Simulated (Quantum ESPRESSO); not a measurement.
**Fitting the PBE energy curve of HgF3**

```
CELL_PARAMETERS angstrom
0.00000 2.86317 2.86317
2.86317 0.00000 2.86317
2.86317 2.86317 0.00000
ATOMIC_POSITIONS crystal
Hg 0.00000 0.00000 0.00000
F 0.50000 0.50000 0.50000
F 0.75000 0.75000 0.75000
F 0.25000 0.25000 0.25000
```

The cell comes from a database or a generator and needn't be the stable form of this composition.

The cell was scaled at fixed shape and fractions and run with Quantum ESPRESSO, SSSP 1.3 efficiency PBE, cutoff 816 eV; PBE, k mesh 8 × 8 × 8 on the cell of 4 atoms, fermi-dirac occupations of 0.05 eV, no spin polarisation, no spin-orbit coupling. Energies are those that the program minimises, any entropy of the smearing included. For a metal such a mesh isn't converged to the digits shown.

```csv
V (Å³/atom),energy over the lowest row (meV/atom)
11.0316,18.928
11.2663,?
11.5011,3.370
11.7358,0.340
11.9705,0.000
12.2052,2.029
12.4399,6.163
```

Question: Fit the third-order Birch-Murnaghan form, give V0, B0 and B′, and predict the energy left open.

Answer: With y = (V0/V)^(2/3), E = E0 + (9 V0 B0/16) [(y - 1)³ B′ + (y - 1)² (6 - 4y)]. Least squares through the rows shown give V0 = 11.8842 Å³/atom, E0 = -0.167 meV, B0 = 85.78 GPa (1 eV/Å³ = 160.218 GPa) and B′ = 5.20, with a largest miss of 0.004 meV. At V = 11.2663 the form with these constants gives 9.437 meV; the run gave 9.430 meV an atom.
